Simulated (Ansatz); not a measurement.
Be:
Space group Im-3m (No. 229); a = b = c = 2.461 Å, α = β = γ = 90.00°

```
atom  site  symmetry       x       y       z
----  ----  --------  ------  ------  ------
Be      2a      m-3m  0.0000  0.0000  0.0000
```
(The calculation used a cell of 1 atom; values per cell refer to that cell.)

This is the LDA-relaxed structure.

Task: All from LDA (plane waves, PAW; program Ansatz), unless another level is named. Predict the Debye temperature from the elastic constants.

Result: 1280 K.

Task: Give the elastic constants (relaxed ions, GPa).

Result: C11 = 187, C12 = 106, C44 = 227.

The first step of the workflow began from a Materials Project structure, measured or hypothetical; the Crystallography Open Database copy checked does not list it. It is not the phase usual at ambient conditions (space group No. 194). The cell was relaxed with LDA under the symmetry of its start; its stability against distortions is not shown here. As this level gives no gap, shear constants depend on the k-mesh and smearing (Fermi–Dirac, 0.1 eV here).

Potentials: the earlier of the program's two PAW sets. The files were generated under PBE; for other functionals the program regenerates the frozen cores, and for LDA and PBEsol the local potential too.
